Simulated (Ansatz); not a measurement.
Y:
```
CELL_PARAMETERS angstrom
      0.00000     3.45652     3.45652
      3.45652     0.00000     3.45652
      3.45652     3.45652     0.00000
ATOMIC_POSITIONS crystal
  Y  0.00000 0.00000 0.00000
  Y  0.25000 0.25000 0.25000
```

Relaxed with r²SCAN. Special points in fractions of this cell's reciprocal vectors: Γ (0.000, 0.000, 0.000); X (0.500, 0.000, 0.500); U (0.625, 0.250, 0.625); K (0.375, 0.375, 0.750); L (0.500, 0.500, 0.500); W (0.500, 0.250, 0.750).

Q: List the band energies nearest the Fermi level at these points for r²SCAN with spin–orbit coupling in the plane-wave PAW code Ansatz.

A: In eV from the Fermi level; about four levels below and three above (degenerate sets whole), none deeper than 8.9 eV; points with the same levels are listed once.

```tsv
k	below	above
Γ	-0.19 -0.19 -0.19 -0.19	0.55 0.55 0.58 0.58 0.58 0.58
X	-1.27 -1.27 -1.27 -1.27	0.12 0.12 0.12 0.12
U	-1.02 -1.02 -0.29 -0.29	0.22 0.22 0.38 0.38
L	-0.22 -0.22 -0.20 -0.20	0.60 0.60 0.62 0.62
W	-1.22 -1.22 -1.20 -1.20	0.06 0.06 0.10 0.10
```

Space group Fd-3m (diamond). The start of the workflow was typed in or built on a structure type; neither database checked (COD, Materials Project) lists it. It is not the phase usual at ambient conditions (space group No. 194). The r²SCAN relaxation kept the symmetry of its start. At this level the phase is mechanically unstable. The run is not spin-polarised. The volume moved by -21 % from the start of the relaxation.

Potentials: the earlier of the program's two PAW sets.
